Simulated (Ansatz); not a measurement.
ZrS₂ (CdI2 type, P-3m1), r²SCAN+D4 (plane waves, PAW; program Ansatz). The conduction-band minimum lies at L, with 3 equivalent valleys. Second derivatives d²E/dk² of the lowest band at one valley (eV·Å²), along Cartesian directions:

| direction | d²E/dk² |
|---|---|
| [100] | 23.19 |
| [010] | 5.590 |
| [001] | 4.723 |
| [110] | 14.40 |
| [101] | 13.97 |
| [011] | 2.838 |

**Question.** Find the principal effective masses, the density-of-states mass and the conductivity mass.

**Answer.** Off-diagonal terms follow from H_xy = H[110] − (H_xx + H_yy)/2, and m*/mₑ = 7.620 eV·Å² over each eigenvalue: 0.33, 1.0, 2.7. One valley's DOS mass (m₁m₂m₃)^(1/3) = 0.97, conductivity mass 3/(Σ 1/mᵢ) = 0.68 mₑ.

**Question.** What effective density of states Nc follows at 300 K for parabolic valleys?

**Answer.** Nc = 2.509e19 × 3 × (0.97)^(3/2) ≈ 7.2e19 cm⁻³.

The r²SCAN+D4 relaxation kept the symmetry of its start. No spin polarisation was allowed. Scalar-relativistic: spin–orbit coupling is off unless named, which matters more the heavier the elements.

Potentials: the later of the program's two PAW sets.

Edges and masses are those of Kohn–Sham bands, whose gap is no quasiparticle gap.
